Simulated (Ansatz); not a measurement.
All numbers below come from DFT PBE, scalar-relativistic, plane waves, PAW in Ansatz. Settings: cutoff 420 eV, Γ-centred meshes spaced at most about 0.3 Å⁻¹, and about 0.25 Å⁻¹ or finer for metals (2π included), Gaussian smearing. No spin polarisation in the final relaxations.

Each of these unrelaxed guesses is relaxed in cell and atoms within its symmetry. A guess keeps its type if space group and coordination stay and the shape of the cell changes little (axis ratios within about 15 %, angles within 6°); the volume may change.

1. BiSb3O2

```
Sb Bi O
1.0
     6.40838    0.00000    0.00000
    -3.20419    5.54982    0.00000
     0.00000    0.00000    3.75693
Sb Bi O
3 1 2
Direct
  0.00000 0.50000 0.00000
  0.50000 0.50000 0.00000
  0.50000 0.00000 0.00000
  0.00000 0.00000 0.50000
  0.66667 0.33333 0.50000
  0.33333 0.66667 0.50000
```

2. GaAsSe2

```
Ga As Se
1.0
     4.15235    0.00000    0.00000
    -2.07617    3.59604    0.00000
     0.00000    0.00000    7.69056
Ga As Se
1 1 2
Direct
  0.00000 0.00000 0.00000
  0.00000 0.00000 0.50000
  0.00000 0.00000 0.27787
  0.00000 0.00000 0.72213
```

Task: Which keep their type?

Result: Guess 1 keeps its type.

```json
{"guess": "1", "kept": "yes", "start group": "P6/mmm", "end group": "P6/mmm", "V start (Å³/atom)": "22.3", "V end": "20.9", "b/a and c/a, end over start": "1.00, 0.91", "nearest neighbours start": "Bi 20, O 6, Sb 4", "nearest neighbours end": "Bi 20, O 6, Sb 4"}
{"guess": "2", "kept": "no", "start group": "P6/mmm", "end group": "P6/mmm", "V start (Å³/atom)": "28.7", "V end": "21.0", "b/a and c/a, end over start": "1.00, 2.03", "nearest neighbours start": "As 2, Ga 2, Se 1", "nearest neighbours end": "As 8, Ga 8, Se 8"}
```

Neighbours count within 15 % of an atom's shortest distance; end groups are read at 0.02 Å (0.05 Å in metals).

Spin–orbit coupling, which can matter for Bi and Sb, is left out. Cells relaxed within their symmetry can be saddle points.
